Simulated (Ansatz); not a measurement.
## Kick test of a cell of Zr3W

The structure comes from a generated guess, relaxed at this level; another structure or a mixture of phases may lie lower.

The calculation used DFT PBE, scalar-relativistic, plane waves, PAW (Ansatz 0.2.0). Settings: cutoff 420 eV, Γ-centred mesh 6×6×8 on the computed 8-atom cell, Gaussian smearing of 0.10 eV; no spin polarisation.

The cell below (8 atoms, space group Cmcm (No. 63)) is relaxed within its symmetry.

```xyz
8
Lattice="3.6486 -4.8792 0.0000 3.6486 4.8792 0.0000 0.0000 0.0000 4.6812" Properties=species:S:1:pos:R:3 pbc="T T T"
Zr    3.6486   -1.1289    3.5109
Zr    3.6486    1.1289    1.1703
Zr    1.6289    1.2056    3.5109
Zr    5.6682   -1.2056    1.1703
Zr    1.6289   -1.2056    1.1703
Zr    5.6682    1.2056    3.5109
W     3.6486    3.5798    3.5109
W     3.6486   -3.5798    1.1703
```

For the test it was strained at random (σ = 1.5 % a component), the atoms were moved at random (σ = 0.10 Å), and all was relaxed again on a coarse 6×4×4 mesh (in the run’s order of axes) with 0.20 eV smearing, with no symmetry imposed.

These runs have no spin–orbit coupling, which can matter for W.

Question: What happens?

Answer: It returns, within 2 meV/atom of the unmoved cell on that mesh and with the same symmetry when read at 0.1 Å (Cm at 0.01 Å, so small strains and shifts remain). So it is stable against the distortions that fit this cell and that this random move excites. Modes that don't fit the cell aren't tested.
